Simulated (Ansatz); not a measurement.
Ansatz (a program for electronic structure) input:

Ansatz 0.2 input:
```yaml
crystal:
  lattice:
    - [0.0, 3.3899524876, 3.3899524876]
    - [3.3899524876, 0.0, 3.3899524876]
    - [3.3899524876, 3.3899524876, 0.0]
  atoms:
    - { symbol: Se, position: [0.25, 0.25, 0.25] }
    - { symbol: Sn, position: [0.0, 0.0, 0.0] }
kpoints:
  mp_grid: { grid: [8, 8, 8] }
  band_path:
    path:
      - [[0.0, 0.0, 0.0], [0.5, 0.0, 0.5], [0.625, 0.25, 0.625]]  # Γ-X-U
      - [[0.375, 0.375, 0.75], [0.0, 0.0, 0.0], [0.5, 0.5, 0.5], [0.5, 0.25, 0.75], [0.5, 0.0, 0.5]]  # K-Γ-L-W-X
    npoints: 12
basis: { xc_grid: 2 }
hamiltonian:
  xc: pbe
  pseudopotentials: { azcp: { folder: ./paw }, kind: paw_fr }
magnetization: { noncollinear: true, spin_orbit: true }
scf:
  n_extra_bands: 12
  convergence: { dr2_threshold: 0.0000000001 }
  occupations: { method: gaussian, width: 0.05 }
output: { eigenvalues: true }
```

Output (shortened):

```
Pseudopotentials: kind: paw_fr
Pseudopotential: Se, paw, valence charge 16
Pseudopotential: Sn, paw, valence charge 14
Functional definition: PBE
non-collinear run that drives no moment, with spin-orbit …
Crystal: 2 atoms, lattice volume = 77.913 Å³
Basis set: ecut = 420 eV, 1471 PW (Γ), exchange–correlation on 72×72×72 points (8 copies of the dense FFT grid, shifted against one another)
Bands: 42, of which v1, the nominal top of the filled ones, is band 30 counted from 1 (29 counted from 0)
Symmetry: 24 space group operations + 24 with time reversal
k-points: 29 of 512 (time reversal used)
Projection manifold: j_resolved (fully-relativistic pseudo-atomic orbitals)
Initial density: superposition of atomic densities (chi_scale 0.1, normalization cell, long waves kept (reshape's long-wave potential 0.00 eV rms))
Initial wavefunctions: pseudopotential atomic-orbital guess
Eigensolver: davidson
Functional: x = pbe(κ = 0.804, μ = 0.2195149727645171), c = pbe(β = 0.06672455060314922)
SCF iter   1: F=—  HF=-11496.231530 eV  |F-HF|=—  |Δ(HF+E_count)|=         —  Δρ=2.20e-2  dr2=4.21e-1  dr2_m=0.00e0 (ungated)  ethr=3.10e-3  |M|=0.00e0 ∫|m|=0.00e0 μB  |m|>n=0.0e0 m-floor=0.0e0 τ_xc=0.0e0  β_m=0.30  ⟨swp⟩=8.5  Hψ=6569  notcnv=0  defer=30
all-band conjugate gradients solve this SCF's bands
preconditioner: auto → none
SCF iter   2: F=—  HF=-11496.121696 eV  |F-HF|=—  |Δ(HF+E_count)|=   1.10e-1  Δρ=1.33e-2  dr2=1.33e-1  dr2_m=0.00e0 (ungated)  ethr=1.40e-3  |M|=0.00e0 ∫|m|=0.00e0 μB  |m|>n=0.0e0 m-floor=0.0e0 τ_xc=0.0e0  β_m=0.43  ⟨swp⟩=2.6  Hψ=1775  notcnv=0  defer=154
SCF iter   3: F=—  HF=-11496.090887 eV  |F-HF|=—  |Δ(HF+E_count)|=   3.08e-2  Δρ=5.01e-3  dr2=2.02e-2  dr2_m=0.00e0 (ungated)  ethr=4.45e-4  |M|=0.00e0 ∫|m|=0.00e0 μB  |m|>n=0.0e0 m-floor=0.0e0 τ_xc=0.0e0  β_m=0.45  ⟨swp⟩=3.0  Hψ=1836  notcnv=0  defer=154
SCF iter   4: F=—  HF=-11496.086843 eV  |F-HF|=—  |Δ(HF+E_count)|=   4.04e-3  Δρ=8.98e-4  dr2=5.01e-4  dr2_m=0.00e0 (ungated)  ethr=6.72e-5  |M|=0.00e0 ∫|m|=0.00e0 μB  |m|>n=0.0e0 m-floor=0.0e0 τ_xc=0.0e0  β_m=0.53  ⟨swp⟩=2.0  Hψ=1548  notcnv=0  defer=154
SCF iter   5: F=—  HF=-11496.087067 eV  |F-HF|=—  |Δ(HF+E_count)|=   2.23e-4  Δρ=2.08e-4  dr2=1.97e-5  dr2_m=0.00e0 (ungated)  ethr=1.67e-6  |M|=0.00e0 ∫|m|=0.00e0 μB  |m|>n=0.0e0 m-floor=0.0e0 τ_xc=0.0e0  β_m=0.67  ⟨swp⟩=2.0  Hψ=1931  notcnv=0  defer=154
SCF iter   6: F=—  HF=-11496.087104 eV  |F-HF|=—  |Δ(HF+E_count)|=   3.77e-5  Δρ=7.11e-5  dr2=1.82e-6  dr2_m=0.00e0 (ungated)  ethr=6.57e-8  |M|=0.00e0 ∫|m|=0.00e0 μB  |m|>n=0.0e0 m-floor=0.0e0 τ_xc=0.0e0  β_m=0.75  ⟨swp⟩=2.0  Hψ=1358  notcnv=0  defer=154
SCF iter   7: F=—  HF=-11496.087118 eV  |F-HF|=—  |Δ(HF+E_count)|=   1.39e-5  Δρ=7.17e-6  dr2=4.07e-8  dr2_m=0.00e0 (ungated)  ethr=6.06e-9  |M|=0.00e0 ∫|m|=0.00e0 μB  |m|>n=0.0e0 m-floor=0.0e0 τ_xc=0.0e0  β_m=0.86  ⟨swp⟩=2.8  Hψ=1796  notcnv=0  defer=154
SCF iter   8: F=—  HF=-11496.087118 eV  |F-HF|=—  |Δ(HF+E_count)|=   4.45e-9  Δρ=5.74e-7  dr2=3.80e-10  dr2_m=0.00e0 (ungated)  ethr=1.36e-10  |M|=0.00e0 ∫|m|=0.00e0 μB  |m|>n=0.0e0 m-floor=0.0e0 τ_xc=0.0e0  β_m=0.93  ⟨swp⟩=2.0  Hψ=1929  notcnv=0  defer=154
SCF iter   9: F=-11496.087118 eV  HF=-11496.087118 eV  |F-HF|=3.64e-12  |Δ(HF+E_count)|=  5.38e-10  Δρ=6.87e-8  dr2=2.74e-12  dr2_m=0.00e0 (ungated)  ethr=1.00e-12  |M|=0.00e0 ∫|m|=0.00e0 μB  |m|>n=0.0e0 m-floor=0.0e0 τ_xc=0.0e0  ⟨swp⟩=10.6  Hψ=4622  notcnv=0
SCF 1 converged in 9 iterations: F = -11496.087118 eV  dr2 = 2.74e-12
NSCF: frozen V_eff on 74 k-points
SCF converged after 9 iterations
Magnetization: |M| = 0.0000 μB,  M = (+0.0000, +0.0000, +0.0000) μB
Absolute magnetization: 0.0000 μB (∫|m|)
  site 0: m = (+0.0000, +0.0000, +0.0000) μB, |m| = 0.0000 μB  (R = 1.21 Å)
  site 1: m = (+0.0000, +0.0000, +0.0000) μB, |m| = 0.0000 μB  (R = 1.21 Å)
Free energy (F): -11496.087118 eV
Harris-Foulkes:  -11496.087118 eV  (|F-HF|=3.64e-12)
Internal energy: -11496.086854 eV  (E = F + TS)
E sigma→0 (E₀):  -11496.086986 eV
Entropy (-TS):   -0.000265 eV (-0.132 meV/atom)
Fermi energy:    5.219785 eV
--- Per-component energies (eV) ---
  E_band       = -592.527075
  E_kinetic    = 275.003668
  E_local      = -4559.271215  (includes V_loc(G=0)·N_el)
  E_nonlocal   = -208.201873
  E_hartree    = 2289.292278
  E_xc         = -209.808782
  E_vxc        = -168.651994  (∫ρ·V_xc dr)
  E_paw        = -6500.871630  (= ΣΔE_a)
  E_vpaw       = -509.990086  (= ΣTr[D̂ρ^β])
  E_aug_tail   = -0.000075  (compensation charges beyond the density's cutoff)
  E_ewald      = -2582.229225
  E_smearing   = -0.000265  (= −TS)
  E_closure    =  0.000000  (closes the sum)
  Σ components = -11496.087118   (vs F -11496.087118, Δ=0.00e0)
  [band-id]    e_kinetic+e_local+e_nonlocal+2·e_hartree+e_vxc+e_vpaw+e_augmentation_tail = -592.527020   (vs E_band -592.527075, Δ=5.52e-5)
--- Band table (eV; the first three rows and the last of 29) ---
  k-point 0: bands = ["-42.9173", "-42.9173", "-42.9173", "-42.9173", "-42.0240", "-42.0240", "-42.0233", "-42.0233", "-42.0233", "-42.0233", "-17.2282", "-17.2282", "-17.2282", "-17.2282", "-16.1943", "-16.1943", "-16.1872", "-16.1872", "-16.1872", "-16.1872", "-8.0201", "-8.0201", "-0.2221", "-0.2221", "2.6390", "2.6390", "3.0275", "3.0275", "3.0275", "3.0275", "6.2549", "6.2549", "6.7894", "6.7894", "6.7894", "6.7894", "9.9396", "9.9396", "12.5808", "12.5808", "12.5808", "12.5808"]
  k-point 1: bands = ["-42.9173", "-42.9173", "-42.9173", "-42.9173", "-42.0240", "-42.0240", "-42.0233", "-42.0233", "-42.0233", "-42.0233", "-17.2282", "-17.2280", "-17.2280", "-17.2279", "-16.1941", "-16.1941", "-16.1875", "-16.1875", "-16.1870", "-16.1866", "-7.9638", "-7.9638", "-0.5406", "-0.5406", "2.6207", "2.6207", "2.9385", "2.9407", "3.0867", "3.0867", "6.3906", "6.3906", "6.8085", "6.8085", "6.9440", "6.9441", "10.5146", "10.5146", "12.0953", "12.1059", "12.1059", "12.1157"]
  k-point 2: bands = ["-42.9173", "-42.9173", "-42.9173", "-42.9173", "-42.0240", "-42.0240", "-42.0233", "-42.0233", "-42.0233", "-42.0233", "-17.2281", "-17.2278", "-17.2278", "-17.2276", "-16.1938", "-16.1938", "-16.1881", "-16.1881", "-16.1861", "-16.1855", "-7.8191", "-7.8191", "-1.1880", "-1.1880", "2.4727", "2.4727", "2.7506", "2.7534", "3.1264", "3.1264", "6.8138", "6.8138", "7.1103", "7.1103", "7.2532", "7.2537", "11.3241", "11.3241", "11.8654", "11.8654", "11.8657", "11.8875"]
  k-point 28: bands = ["-42.9173", "-42.9173", "-42.9173", "-42.9173", "-42.0240", "-42.0240", "-42.0233", "-42.0233", "-42.0233", "-42.0233", "-17.2302", "-17.2276", "-17.2261", "-17.2253", "-16.1974", "-16.1898", "-16.1888", "-16.1862", "-16.1852", "-16.1848", "-7.4318", "-7.4268", "-2.2181", "-2.1861", "1.3623", "1.4825", "1.5162", "1.5803", "5.0210", "5.2512", "6.5102", "6.8805", "7.2729", "7.3775", "8.9527", "9.0165", "10.4488", "10.5887", "12.4855", "12.7540", "13.8181", "13.8715"]
  band table: 42 of 42 bands, residual norms ≤ 1.0e-3 eV
```

Cost: about 40 core-seconds (a rough figure) on shared cores.

Space group F-43m (zinc blende). The start of the workflow was typed in or built on a structure type; neither database checked (COD, Materials Project) lists it. It is not the phase usual at ambient conditions (space group No. 62). The cell was relaxed with PBE under the symmetry of its start; its stability against distortions is not shown here. The volume moved by 17 % from the start of the relaxation.

Potentials: the earlier of the program's two PAW sets.

Ansatz is a plane-wave DFT program.
